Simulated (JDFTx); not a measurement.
- surface = Mo(100)
- bulk = Mo, Im-3m, lattice of mp-129 (not re-optimised)
- slab = 6 atoms in 6 planes, 1x1, 7.5 Å between the outermost planes
- in-plane cell = 3.168 × 3.168 Å, 10.03 Å²
- cell height = 23.9 Å
- sampling = 8×8×1 k mesh, Fermi smearing 0.01 Ha, no spin polarisation

Profiles through the double layer of this slab, charged, in linear PCM (GLSSA13), water, 0.5 M NaCl; PBE, GBRV ultrasoft potentials, plane waves to 20/100 Ha, JDFTx (a modified build). z is the height above the outermost atoms, φ the plane-averaged electrostatic potential energy of an electron (zero in the bulk liquid), ρ_b the bound charge of solvent and ions, s the cavity shape function (0 in the solid, 1 in the liquid).

```csv
z (Å),n (e/Å³),s,φ (eV),ρ_b (10⁻³ e/Å³)
1.01,0.1283,0.00,-1.825,0.00
1.46,0.0445,0.00,-0.247,0.08
1.92,0.0195,0.00,0.318,2.58
2.37,0.0089,0.02,0.211,9.59
2.83,0.0042,0.20,0.123,6.17
3.28,0.0020,0.65,0.100,2.44
3.74,0.0009,0.95,0.089,1.05
4.19,0.0004,1.00,0.080,0.49
4.65,0.0002,1.00,0.072,0.24
5.10,0.0001,1.00,0.065,0.12
5.56,0.0000,1.00,0.059,0.06
6.02,0.0000,1.00,0.053,0.04
6.47,0.0000,1.00,0.048,0.02
6.93,0.0000,1.00,0.043,0.02
7.38,0.0000,1.00,0.039,0.01
7.84,0.0000,1.00,0.035,0.01
```

Task: Is the electrode positively or negatively charged, and roughly by how much?

Result: Negatively: σ = -16.8 μC/cm² per face. The liquid's bound charge is of the opposite sign overall, and far from the surface φ decays with the screening length (4.3 Å).
